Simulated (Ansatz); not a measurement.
BaTiHO2:
```
BaTiHO2
1.0
    4.04762     0.00000     0.00000
    0.00000     4.04762     0.00000
    0.00000     0.00000     3.98157
Ba Ti O H
1 1 2 1
Cartesian
  2.02381   2.02381   1.99078
  0.00000   0.00000   0.00000
  2.02381   0.00000   0.00000
  0.00000   2.02381   0.00000
  0.00000   0.00000   1.99078
```
Starting moments (μB, in the order of the atoms Ba Ti O O H): 0.0 0.8 0.0 0.0 0.0.

Relaxed with PBE.

Question: Which orbitals make up the states near the Fermi level in the program Ansatz at the PBE level (PAW)?

Answer: Within 0.5 eV of the Fermi level: Ti 3d 86 %, O 2p 6 %, outside the projected shells 5 %. Projections are on Löwdin-orthogonalised atomic valence shells; empty p or d shells of many metals are not among them.

Question: Tabulate the density of states.

Answer: States/eV per cell of 5 atoms, in 0.25 eV bins, energy from the Fermi level.

```tsv
E (eV)	total	O 2p	Ti 3d	H 1s
-7.85	0.00	0.00	0.00	0.00
-7.60	0.00	0.00	0.00	0.00
-7.35	0.12	0.06	0.00	0.03
-7.10	0.28	0.15	0.00	0.06
-6.85	0.50	0.29	0.01	0.09
-6.60	1.11	0.72	0.09	0.11
-6.35	2.46	1.56	0.32	0.21
-6.10	2.93	1.52	0.46	0.50
-5.85	3.34	1.95	0.57	0.43
-5.60	4.52	2.77	0.74	0.54
-5.35	4.99	3.26	0.74	0.60
-5.10	4.71	3.09	0.65	0.63
-4.85	4.89	3.50	0.62	0.43
-4.60	7.73	5.79	0.82	0.54
-4.35	4.19	3.33	0.42	0.17
-4.10	2.91	2.27	0.28	0.18
-3.85	2.76	2.20	0.20	0.21
-3.60	3.88	3.37	0.15	0.17
-3.35	2.83	2.42	0.08	0.22
-3.10	1.33	1.13	0.02	0.14
-2.85	0.50	0.45	0.00	0.04
-2.60	0.00	0.00	0.00	0.00
-2.35	0.00	0.00	0.00	0.00
-2.10	0.00	0.00	0.00	0.00
-1.85	0.00	0.00	0.00	0.00
-1.60	0.00	0.00	0.00	0.00
-1.35	0.00	0.00	0.00	0.00
-1.10	0.13	0.00	0.12	0.00
-0.85	0.34	0.01	0.31	0.00
-0.60	0.86	0.03	0.78	0.00
-0.35	1.43	0.06	1.28	0.00
-0.10	1.36	0.09	1.18	0.00
0.15	1.97	0.13	1.67	0.00
0.40	2.88	0.19	2.43	0.02
0.65	3.23	0.27	2.66	0.03
0.90	3.57	0.47	2.84	0.05
1.15	3.03	0.41	2.40	0.04
1.40	2.99	0.39	2.23	0.07
1.65	3.49	0.49	2.50	0.06
1.90	2.77	0.32	1.82	0.08
2.15	2.06	0.11	0.96	0.08
2.40	1.76	0.07	0.81	0.07
2.65	1.73	0.07	0.85	0.07
2.90	1.94	0.09	0.91	0.07
3.15	2.22	0.12	0.82	0.07
3.40	2.89	0.17	0.84	0.08
3.65	2.96	0.18	0.80	0.08
3.90	2.96	0.18	0.64	0.07
4.15	3.13	0.17	0.50	0.06
4.40	2.92	0.15	0.42	0.05
4.65	2.69	0.17	0.43	0.05
```

Space group P4/mmm. The start of the workflow was typed in or built on a structure type; neither database checked (COD, Materials Project) lists it. Whether it is the stable phase at ambient conditions was not checked. The PBE relaxation kept the symmetry of its start; whether a distortion lowers the energy is not shown. The final state is ferromagnetic, chosen from 4 collinear starts compared on coarse meshes (ties went to the first, and starts can fall back to one state), not a proven ground state. No Hubbard U is applied. The compound may be a true metal, but semilocal functionals without U, or a wrong spin order, can also close a gap. Spin–orbit coupling is left out wherever it is not named.

Potentials: the earlier of the program's two PAW sets.
